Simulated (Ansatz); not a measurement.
Ag (β-Sn type, I4_1/amd), a = b = 5.1978 Å, c = 2.7237 Å, α = β = γ = 90.00°; the cell used has 2 atoms.

Relaxed with PBEsol in the plane-wave PAW code Ansatz. Indices refer to the conventional cell of I4_1/amd, a = 5.1978 Å, b = 5.1978 Å, c = 2.7237 Å, α = 90.00°, β = 90.00°, γ = 90.00°.

Question: Simulate the powder diffraction pattern (Cu Kα, λ = 1.54184 Å; lines above 1 %) up to 2θ = 90°.

Answer: Simulated powder pattern, Cu Kα, λ = 1.54184 Å (kinematic, ideal powder, no thermal factors, no anomalous dispersion; the 30 strongest lines at most, above 1 %, up to 2θ = 90°):

```csv
2θ (°),d (Å),I/Imax (%),hkl
34.51,2.599,100,(200)
37.27,2.413,81,(101)
49.61,1.838,34,(220)
51.70,1.768,60,(211)
63.65,1.462,16,(301)
72.78,1.299,10,(400)
74.27,1.277,20,(112)
74.46,1.274,19,(321)
83.10,1.162,15,(420)
84.73,1.144,14,(411)
```

The start of the workflow was typed in or built on a structure type; neither database checked (COD, Materials Project) lists it. It is not the phase usual at ambient conditions (space group No. 225). The cell was relaxed with PBEsol under the symmetry of its start; its stability against distortions is not shown here. The run is not spin-polarised. Axis ratios of metals converge slowly with the k-mesh, so a and c are less sure than the volume.

Potentials: the later of the program's two PAW sets.
